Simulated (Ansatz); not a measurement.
**ReSb2**

```
Re Sb
1.0
     0.00000    3.25111    3.25111
     3.25111    0.00000    3.25111
     3.25111    3.25111    0.00000
Re Sb
1 2
Direct
  0.00000 0.00000 0.00000
  0.25000 0.25000 0.25000
  0.75000 0.75000 0.75000
```

Atom numbers follow the list: Re1, Sb2, Sb3.

The cell was built from the fluorite type and relaxed in the same program, and has space group Fm-3m; it needn't be a known or the stable phase.

Spin polarisation is left out, and whether a magnetic state lies lower isn't shown here.

Spin–orbit coupling is left out, though it moves levels of the heavy atoms by tenths of an eV or more.

Methods: DFT, PBE, all-electron LAPW, scalar-relativistic (Ansatz 0.2.0); DFT, PBE, PAW with Ansatz's default frozen-core files, scalar-relativistic (Ansatz 0.2.0).

For LAPW: a Γ-centred 9×9×9 k mesh, Fermi–Dirac smearing of 0.05 eV, basis error target 0.5 meV/atom, no spin polarisation. PAW takes a cutoff of 420 eV at this cell. The Ansatz runs share mesh, smearing and spin set-up. Values come from LAPW unless marked.

```json
{"Band gap": "none: with an odd electron count and no spin polarisation the bands can't all be full, a metal in this set-up (spin order or a larger cell could open a gap)", "Density of states at the Fermi level (0.2 eV bin)": "4.31 states/eV per cell", "Löwdin charges (with 0.25 e of the cell spilling out of the atomic basis, so their sizes and signs hang on that basis)": "Re1 -0.13, Sb2 0.19 e", "Bader charges (from the PAW run)": "Re1 -0.41, Sb2 +0.21 e", "Volume per atom": "22.91 Å³", "Pressure at this cell": "-0.4 kbar"}
```
